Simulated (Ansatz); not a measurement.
CeO2 (fluorite, space group No. 225), plane-wave PAW r²SCAN (Ansatz code). The conduction-band minimum lies at L, with 4 equivalent valleys. Second derivatives d²E/dk² of the lowest band at one valley (eV·Å²), along Cartesian directions:

```
direction  d²E/dk²
---------  -------
[100]        2.331
[010]        2.331
[001]        2.331
[110]        3.954
[101]       0.7084
[011]       0.7084
```

### Question
Find the principal effective masses, the density-of-states mass and the conductivity mass.

### Answer
Off-diagonal terms follow from H_xy = H[110] − (H_xx + H_yy)/2, and m*/mₑ = 7.620 eV·Å² over each eigenvalue: 1.4, 11, 11. One valley's DOS mass (m₁m₂m₃)^(1/3) = 5.4, conductivity mass 3/(Σ 1/mᵢ) = 3.3 mₑ.

### Question
What effective density of states Nc follows at 300 K for parabolic valleys?

### Answer
Nc = 2.509e19 × 4 × (5.4)^(3/2) ≈ 1.3e21 cm⁻³.

### Question
With the computed static dielectric constant 28.5 (mean of the diagonal), estimate a hydrogenic donor's binding energy and radius.

### Answer
E = 13.606 eV × 3.3/28.5² ≈ 55 meV; a = 0.529 Å × ε/m* ≈ 4.6 Å. Semilocal masses tend to be too small when the gap is underestimated.

Space group Fm-3m (fluorite). Symmetry was held in the r²SCAN relaxation. No spin polarisation was allowed. The 4f shell is in the valence. No Hubbard U is applied. Scalar-relativistic: spin–orbit coupling is off unless named, which matters more the heavier the elements.

Potentials: the earlier of the program's two PAW sets. The files were generated under PBE; for other functionals the program regenerates the frozen cores, and for LDA and PBEsol the local potential too.
